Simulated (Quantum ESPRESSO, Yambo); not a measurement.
K2NaRhF6 (space group Fm-3m, No. 225): one geometry, one set of norm-conserving PBEsol (Quantum ESPRESSO, 88 Ry, no spin-orbit coupling) orbitals, self-energies from Yambo (2×2×2 Γ-centred k mesh, bands 6 to 299 and a 8 Ry block in the screening, 299 bands in G with the Bruneval-Gonze terminator, plasmon pole fitted at 27.2 eV).

```json
[
 {"level": "PBEsol (Quantum ESPRESSO)", "gap X → X (eV)": "1.74"},
 {"level": "exchange only (Hartree-Fock self-energy on PBEsol orbitals)", "gap X → X (eV)": "[?]"},
 {"level": "static COHSEX@PBEsol", "gap X → X (eV)": "6.59"},
 {"level": "G0W0@PBEsol, plasmon pole", "gap X → X (eV)": "[?]"}
]
```

Question: Complete the blanks.

Answer: 
- exchange only (Hartree-Fock self-energy on PBEsol orbitals), gap X → X (eV): 14.14
- G0W0@PBEsol, plasmon pole, gap X → X (eV): 5.56

Bare exchange has no screening and gives the widest gap; static COHSEX screens it but leaves out the frequency dependence, which G0W0 restores.

Nearest settings tried, and what they do to the gap: 119 bands in G: +35 meV; 119 bands in W, 119 bands in G: +111 meV; 7 Ry block (339 vectors against 459): -21 meV. Not varied: mesh. So the settings aren't converged at that level. The k mesh is coarse.

Geometry of the Materials Project entry, not relaxed at this level; primitive cell a = b = c = 6.024 Å, α = β = γ = 60.00°.
